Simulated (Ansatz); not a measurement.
## Computed properties of SnC

SnC:
```cif
data_CSn
_chemical_formula_sum 'Sn1 C1'
_space_group_name_H-M_alt 'P 1'
_space_group_IT_number 1
_cell_length_a 3.59753
_cell_length_b 3.59753
_cell_length_c 3.59753
_cell_angle_alpha 60.000
_cell_angle_beta 60.000
_cell_angle_gamma 60.000
loop_
_space_group_symop_operation_xyz
  'x, y, z'
loop_
_atom_site_label
_atom_site_type_symbol
_atom_site_fract_x
_atom_site_fract_y
_atom_site_fract_z
_atom_site_occupancy
Sn1 Sn 0.00000 0.00000 0.00000 1
C1 C 0.25000 0.25000 0.25000 1
```

Space group F-43m (No. 216), zinc blende; conventional cell a = 5.0877 Å, b = 5.0877 Å, c = 5.0877 Å, α = 90.00°, β = 90.00°, γ = 90.00°.

Method: DFT-PBE in the program Ansatz with PAW potentials. The cell and atoms are relaxed at this level. Other levels are named where they apply.

Cell and energy:

| Quantity | Result |
|---|---|
| Volume per atom | 16.46 Å³ |
| Density | 6.59 g/cm³ |
| Formation energy from the elements (no fitted shifts) | 821 meV/atom |

Electronic structure:

| Item | Result |
|---|---|
| Band gap | 0.62 eV (direct) |
| Valence-band maximum | at Γ |
| Conduction-band minimum | at Γ |
| Electron effective mass | 0.061 mₑ (isotropic) |
| Electron effective mass with spin–orbit coupling | 0.062 mₑ (isotropic) |
| Hole effective mass, band 1 of 3 at the edge | 0.50 along [100], 3.2 along [110], 1.1 along [111] (mₑ) |
| Hole effective mass, band 2 of 3 at the edge | 0.50 along [100], 0.50 along [110], 1.1 along [111] (mₑ) |
| Hole effective mass, band 3 of 3 at the edge | 0.060 along [100], 0.055 along [110], 0.053 along [111] (mₑ) |
| Gap with spin–orbit coupling | 0.60 eV |

Mechanics:

| Quantity | Value |
|---|---|
| Bulk modulus (Birch–Murnaghan fit) | 122 GPa |
| Pressure derivative B′ | 4.7 |

The start of the workflow was typed in or built on a structure type; neither database checked (COD, Materials Project) lists it. Whether it is the stable phase at ambient conditions was not checked. The cell was relaxed with PBE under the symmetry of its start; its stability against distortions is not shown here. Its formation energy is positive at this level, so the cell may be metastable or incomplete. The references are the lowest solids computed at this level, not always the standard phases. Scalar-relativistic: spin–orbit coupling is off unless named, which matters more the heavier the elements.

Potentials: the earlier of the program's two PAW sets.
